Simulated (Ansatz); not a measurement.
Relax this structure to zero stress and force, keeping its symmetry:

```cif
data_structure
_symmetry_space_group_name_H-M 'P 1'
_symmetry_Int_Tables_number 1
_cell_length_a 4.8245
_cell_length_b 4.8245
_cell_length_c 4.8245
_cell_angle_alpha 60.000
_cell_angle_beta 60.000
_cell_angle_gamma 60.000
_cell_volume 79.41
loop_
_atom_site_label
_atom_site_type_symbol
_atom_site_fract_x
_atom_site_fract_y
_atom_site_fract_z
_atom_site_occupancy
Zr1 Zr 0.00000 0.00000 0.00000 1
Ti1 Ti 0.25000 0.25000 0.25000 1
Co1 Co 0.62483 0.62483 0.12551 1
Co2 Co 0.62483 0.12551 0.62483 1
Co3 Co 0.12551 0.62483 0.62483 1
Co4 Co 0.62483 0.62483 0.62483 1
```

Method: DFT r2SCAN, scalar-relativistic, plane waves, PAW (Ansatz 0.2.0).

Plane waves to 500 eV, a k mesh through Γ of 10×10×10 on the computed 6-atom cell and Gaussian smearing (0.10 eV); collinear spin from starting moments -0.33 -0.67 1.54 1.54 1.54 1.54 μB.

Problem. What does it relax to?

Solution. The volume increases by 0.01 Å³/atom to 13.24 Å³/atom, and the energy changes by under 0.1 meV/atom. The cell ends with a moment of 4.10 μB (only this magnetic start was tried). Final structure:
```cif
data_structure
_symmetry_space_group_name_H-M 'F-43m'
_symmetry_Int_Tables_number 216
_cell_length_a 6.8239
_cell_length_b 6.8239
_cell_length_c 6.8239
_cell_angle_alpha 90.000
_cell_angle_beta 90.000
_cell_angle_gamma 90.000
_cell_volume 317.75
loop_
_atom_site_label
_atom_site_type_symbol
_atom_site_symmetry_multiplicity
_atom_site_Wyckoff_symbol
_atom_site_fract_x
_atom_site_fract_y
_atom_site_fract_z
_atom_site_occupancy
Zr1 Zr 4 a 0.00000 0.00000 0.00000 1
Ti1 Ti 4 d 0.25000 0.25000 0.75000 1
Co1 Co 16 e 0.87517 0.37517 0.87517 1
```

Course of the relaxation (steps run on the plane waves of an earlier cell, and the basis is chosen afresh near the end, so energy and pressure can step there; trial steps that raised the energy were taken back; energies are free energies):

```tsv
step	largest force component (eV/Å)	P (GPa)	V (Å³/atom)
1	0.002	0.08	13.23
2	0.001	0.01	13.24
3	0.001	0.01	13.24
```

The state reached may not be the lowest one.